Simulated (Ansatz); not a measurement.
Ca4Bi2O:
```yaml
crystal:
  lattice:
    - [-2.36725, 2.36725, 8.25821]
    - [2.36725, -2.36725, 8.25821]
    - [2.36725, 2.36725, -8.25821]
  atoms:
    - { symbol: Ca, position: [0.33687, 0.33687, 0.00000] }
    - { symbol: Ca, position: [0.66313, 0.66313, 0.00000] }
    - { symbol: Ca, position: [0.50000, 0.00000, 0.50000] }
    - { symbol: Ca, position: [0.00000, 0.50000, 0.50000] }
    - { symbol: Bi, position: [0.14046, 0.14046, 0.00000] }
    - { symbol: Bi, position: [0.85954, 0.85954, 0.00000] }
    - { symbol: O, position: [0.50000, 0.50000, 0.00000] }
```

r²SCAN in the plane-wave PAW code Ansatz gives a gap of 1.19 eV without spin–orbit coupling, maximum at Γ, minimum at M.

### Question
What happens when spin–orbit coupling is switched on?

### Answer
The gap drops by 0.51 eV, to 0.68 eV; maximum at Γ, minimum at M.

### Question
Give the electron effective mass with spin–orbit coupling.

### Answer
0.16, 0.16, 1.1 mₑ (principal values).

### Question
Give the hole effective mass with spin–orbit coupling.

### Answer
0.12, 0.13, 0.60 mₑ (principal values).

Space group I4/mmm. The first step of the workflow began from a Materials Project structure, measured or hypothetical; the Crystallography Open Database copy checked does not list it. Its standing as an ambient phase is unchecked. The r²SCAN relaxation kept the symmetry of its start; whether a distortion lowers the energy is not shown.

Potentials: the later of the program's two PAW sets.
